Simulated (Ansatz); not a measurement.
Si₂Mo (fluorite or antifluorite type, Fm-3m) under volume change, plane-wave PAW PBE (Ansatz code), scaled uniformly.

| V (Å³/atom) | E − E(relaxed) (meV/atom) | P (GPa) |
|---|---|---|
| 15.236 | 62.8 | 14.62 |
| 15.738 | 26.3 | 8.82 |
| 16.241 | 6.2 | 4.07 |
| 16.743 | 0.0 | 0.00 |
| 17.245 | 6.0 | -3.70 |
| 17.748 | 22.3 | -6.67 |
| 18.250 | 47.7 | -9.43 |

### Question
What does a third-order Birch–Murnaghan fit give for V₀, B₀ and B′?

### Answer
V₀ = 16.73 Å³/atom, B₀ = 129 GPa, B′ = 4.0.

A made-up cell: these elements were put on the sites of a structure type; neither database checked (COD, Materials Project) lists it. It is not the phase usual at ambient conditions (space group No. 139). The cell was relaxed with PBE under the symmetry of its start; its stability against distortions is not shown here. The run is not spin-polarised.

Potentials: the later of the program's two PAW sets.
